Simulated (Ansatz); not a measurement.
Ba3PbO (anti-perovskite)

```
Ba3PbO
1.0
    5.34528     0.00000     0.00000
    0.00000     5.34528     0.00000
    0.00000     0.00000     5.34528
Ba Pb O
3 1 1
Cartesian
  2.67264   0.00000   2.67264
  0.00000   2.67264   2.67264
  2.67264   2.67264   0.00000
  0.00000   0.00000   0.00000
  2.67264   2.67264   2.67264
```

The numbers are results of LDA (plane waves to 420 eV, PAW, scalar-relativistic; Ansatz, a program for electronic structure), not measurements. DFPT wavenumbers on a 10×10×10 k mesh, in cm⁻¹ and rounded to 5; i marks imaginary ones, q is in fractions of the reciprocal vectors of the cell shown, and the three acoustic modes at Γ are left out. At this level the bands of Ba3PbO touch or barely overlap. Ba3PbO was relaxed with its symmetry unable to fall. Spin-orbit coupling is left out, though Pb is heavy.

### Question
List the wavenumbers at Γ, X = (0.5, 0.0, 0.0), M = (0.5, 0.5, 0.0), R = (0.5, 0.5, 0.5), with degeneracies.

### Answer
```json
[
 {"q": "Γ", "wavenumbers (cm⁻¹)": "35 (×3), 55 (×3), 110 (×3), 170 (×3)"},
 {"q": "X = (0.5, 0.0, 0.0)", "wavenumbers (cm⁻¹)": "40 (×2), 45 (×2), 55, 65, 70 (×2), 85, 100 (×2), 110, 180 (×2), 295"},
 {"q": "M = (0.5, 0.5, 0.0)", "wavenumbers (cm⁻¹)": "20, 55 (×2), 55, 65 (×2), 65, 70 (×2), 90, 100, 140, 190, 290 (×2)"},
 {"q": "R = (0.5, 0.5, 0.5)", "wavenumbers (cm⁻¹)": "15i (×3), 50 (×3), 60 (×2), 100 (×3), 160, 295 (×3)"}
]
```
